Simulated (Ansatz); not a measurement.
Relaxed Ag (fcc, Cu type):

```xyz
2
Lattice="0.0000 4.1486 4.1486 2.0743 0.0000 2.0743 2.0743 2.0743 0.0000" Properties=species:S:1:pos:R:3 pbc="T T T"
Ag     0.0000     0.0000     0.0000
Ag     2.0743     2.0743     4.1486
```

The atoms are displaced by Q × the pattern below (from a DFPT mode at L = (0.5, 0.0, 0.0), largest move 1; Q in Å), at fixed cell. It is one choice among 2 degenerate patterns. (q is in reciprocal vectors of the primitive cell; the cell shown is doubled to hold the pattern.)

| atom | x | y | z |
|---|---|---|---|
| Ag1 | -0.285 | 0.520 | -0.805 |
| Ag2 | 0.285 | -0.520 | 0.805 |

Method: PBE (plane waves to 420 eV, PAW, scalar-relativistic; Ansatz, a program for electronic structure). k mesh 19×19×19 (Γ-centred), Fermi-Dirac smearing 0.05 eV. Energies are smeared free energies. Stress and pressure are positive under compression. With partly filled bands, energies and forces of such displacements shift with the k mesh and the smearing. Ag was relaxed with its symmetry unable to fall. ΔE is measured from the undisplaced structure.

```csv
Q (Å),P (GPa),ΔE (meV/cell),−dE/dQ from forces (eV/Å)
-0.280,2.2,142,…
-0.233,1.6,101,0.813
-0.187,1.0,…,0.682
-0.140,0.6,…,0.530
-0.093,0.3,17,0.363
-0.047,0.0,4,0.184
0.000,0.0,0,0.000
0.047,0.0,4,-0.184
0.093,0.3,17,-0.363
0.140,0.6,…,-0.530
0.187,1.0,…,-0.682
0.233,1.6,101,-0.813
0.280,2.2,142,…
```

**Question.** Fill in the missing entries.

**Answer.** 
- -0.280, −dE/dQ from forces (eV/Å): 0.921
- -0.187, ΔE (meV/cell): 66
- -0.140, ΔE (meV/cell): 38
- 0.140, ΔE (meV/cell): 38
- 0.187, ΔE (meV/cell): 66
- 0.280, −dE/dQ from forces (eV/Å): -0.921

(A displaced cell: forces are minus the slopes of the energy, force constants its curvatures, and phonons follow from these.)
